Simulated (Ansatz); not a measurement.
BaTiO3:
Space group P4mm (No. 99); a = b = 3.9847 Å, c = 4.2056 Å, α = β = γ = 90.00°

```
atom  site  symmetry       x       y       z
----  ----  --------  ------  ------  ------
Ba      1b       4mm  0.5000  0.5000  0.5916
Ti      1a       4mm  0.0000  0.0000  0.1088
O       2c      2mm.  0.0000  0.5000  0.0601
O       1a       4mm  0.0000  0.0000  0.5394
```

Relaxed at zero pressure with PBE (plane waves, PAW; program Ansatz).

Question: The volume is raised by 9 % and shape and atoms relax at that volume. What pressure results, and how do the axes share the change?

Answer: -3.3 GPa; a -1.1 %, b -1.1 %, c 11.5 %; the energy rises by 17 meV/atom.

Question: Give the new structure.

Answer: 
Space group P4mm (No. 99); a = b = 3.940 Å, c = 4.689 Å, α = β = γ = 90.00°

| atom | site | symmetry | x | y | z |
|---|---|---|---|---|---|
| Ba | 1b | 4mm | 0.5000 | 0.5000 | 0.6345 |
| Ti | 1a | 4mm | 0.0000 | 0.0000 | 0.1267 |
| O | 2c | 2mm. | 0.0000 | 0.5000 | 0.0466 |
| O | 1a | 4mm | 0.0000 | 0.0000 | 0.5056 |

The phase is kept; no other phase was compared at this pressure.

The cell was relaxed with PBE under the symmetry of its start. No spin polarisation was allowed. Spin–orbit coupling is left out wherever it is not named.

Potentials: the earlier of the program's two PAW sets.
